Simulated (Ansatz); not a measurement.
The start is a generated cell, Ti built in the dhcp structure type. The structure is fully relaxed (lattice and positions, P = 0) with r2SCAN (plane waves to 500 eV, PAW, scalar-relativistic; Ansatz, a first-principles code). The first steps use a coarse 13×13×4 k-mesh.

The start:
```
CELL_PARAMETERS angstrom
      2.93726     0.00000     0.00000
     -1.46863     2.54374     0.00000
      0.00000     0.00000     9.45065
ATOMIC_POSITIONS crystal
  Ti 0.00000 0.00000 0.00000
  Ti 0.00000 0.00000 0.50000
  Ti 0.33333 0.66667 0.25000
  Ti 0.66667 0.33333 0.75000
```

How much energy is released per atom?

Under 0.01 eV/atom.

How does the volume per atom move from start to end?

-1.3 %, from 17.65 to 17.42 Å³/atom.

How do the shortest distances between atoms change?

The closest pairs of elements (up to four, under 3.6 Å), start → end: Ti–Ti 2.91 → 2.89 Å.

Is the relaxed structure metallic? Give its gap.

Zero (metallic).

What does it relax into? Give the structure.


```cif
data_Ti4
_chemical_formula_sum 'Ti4'
_space_group_name_H-M_alt 'P63/mmc'
_space_group_IT_number 194
_space_group_name_Hall '-P 6c 2c'
_cell_length_a 2.93127
_cell_length_b 2.93127
_cell_length_c 9.36262
_cell_angle_alpha 90.000
_cell_angle_beta 90.000
_cell_angle_gamma 120.000
loop_
_atom_site_label
_atom_site_type_symbol
_atom_site_symmetry_multiplicity
_atom_site_Wyckoff_symbol
_atom_site_fract_x
_atom_site_fract_y
_atom_site_fract_z
_atom_site_occupancy
Ti1 Ti 2 a 0.00000 0.00000 0.00000 1
Ti2 Ti 2 c 0.33333 0.66667 0.25000 1
```

The space group stays P6₃/mmc (No. 194) (the run could not lower it); the end is AFLOW prototype A_hP4_194_ac (A3', as in La), with 4 atoms in the primitive cell. Final values are on a 18×18×5 k-mesh of the relaxed cell. No spin polarisation in the result.

The run could not lose the symmetry of its start; a randomly shaken copy of 8 atoms returns to this structure.

All atoms sit on sites fixed by symmetry, so only the cell could relax.

The relaxed structure here is a generated cell of Ti: the first start was made by placing the elements on the sites of a structure type, and the end was not matched to a known phase here, so it may be hypothetical. A known form of Ti has the same space group but another cell.
